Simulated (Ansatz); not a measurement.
# rocksalt-structured TaTe

Method: PBE, scalar-relativistic; collinear spin; PAW, 420 eV, Γ-centred 10×10×10 mesh, 0.05 eV Gaussian smearing; code Ansatz; PAW files: Ansatz's generated set soft_2.

```xyz
2
Lattice="0.0000 2.8479 2.8479 2.8479 0.0000 2.8479 2.8479 2.8479 0.0000" Properties=species:S:1:pos:R:3 pbc="T T T"
Ta    2.8479    2.8479    2.8479
Te    0.0000    0.0000    0.0000
```

This is a trial structure made by placing the elements on a prototype's sites, so it needn't be the stable form.

Magnetic state: ferromagnetic, site spin moments Ta 0.12 μB.

The run above is the reference. The same cell was run again with other input settings; several of them aren't fit for production, so the rows show the settings' effect and aren't properties of the material.

```tsv
keys changed	outcome	ΔE (meV/atom)	P (GPa)	gap on the mesh (eV)	cell moment (μB)	largest force component (eV/Å)	SCF iterations	rough core-seconds	new warnings
none (reference)	converged	0.0	0.0	metal	0.17	0.000	–	–	–
scf.lower_state_search: "off"; basis.ecutwfc: 420 → "58.8 Ry"; hamiltonian.hubbard: {"sites": [{"species": "Ta", "l": "d", "u_eff": 2.0}], "double_counting": "amf"}	converged	–	-0.1	metal	0.12	0.000	24	50	filled band counts differ across k points; seeded moment not kept
hamiltonian.xc: "pbe" → "r2scan"	converged	–	1.0	metal	-1.52	0.000	41	120	cutoff below recommended; stability check not made
kpoints.mp_grid.grid: [10, 10, 10] → [3, 3, 3]; hamiltonian.hubbard: {"sites": [{"species": "Ta", "l": "d", "u_eff": 6.0}], "double_counting": "fll"}	converged	–	23.1	1.58	3.00	0.000	20	5	–
hamiltonian.dispersion: "d3bjatm"; hamiltonian.pseudopotentials: {"kind": "nc", "accuracy": "standard"}; kpoints.mp_grid.grid: [10, 10, 10] → [3, 3, 3]	converged	–	-8.8	metal	1.30	0.000	10	1.2	cutoff below recommended
scf.occupations.width: 0.05 → null; scf.occupations.method: "gaussian" → "tetrahedron_uncorrected"; basis.xc_grid: 2	converged	30.8	0.4	metal	0.00	0.000	23	15	band table not solved further; seeded moment not kept
scf.initial_density.chi_scale: 0.3	converged	0.0	0.0	metal	0.17	0.000	14	9	seeded moment not kept
```

ΔE is the energy with the smearing extrapolated to zero. It is left out where the change alters the Hamiltonian or the spin treatment. The varied runs start from atomic densities (corrected by the program's trained start where that serves), with the default search for lower states unless a row changes it, while the reference went on from a saved state, so a magnet may end in another state whatever the setting.

(1) What happens with these changes: scf.occupations.width: 0.05 → null; scf.occupations.method: "gaussian" → "tetrahedron_uncorrected"; kpoints.mp_grid.grid: [10, 10, 10] → [8, 8, 8]?

Answer:

(1) outcome converged, ΔE (meV/atom) 45.4, P (GPa) 0.5, gap on the mesh (eV) metal, cell moment (μB) 0.39, largest force component (eV/Å) 0.000, SCF iterations 16, rough core-seconds 7, new warnings band table not solved further.

Other pseudopotential files need their own cutoff; where it is too low, pressure and moments show the cutoff and not the files.

The pair part of a dispersion correction pulls inward (a three-body part mostly pushes out), and in metals and ionic crystals with large ions it often overbinds.

1 further run (cut off, refused for memory, with changed atoms or starts, or in doubt) is left out.

Of the reference: No spin–orbit coupling, a notable omission for heavy elements. So small a moment in a metal hangs on mesh and smearing, and semilocal functionals can overstate it, so the real crystal may have none. Site moments are of spin, integrated over atomic spheres. A displaced or strained copy of the relaxed cell lay 0.8 meV/atom lower, so on this mesh the structure isn't a minimum; in a metal a finer mesh can change so small a difference.
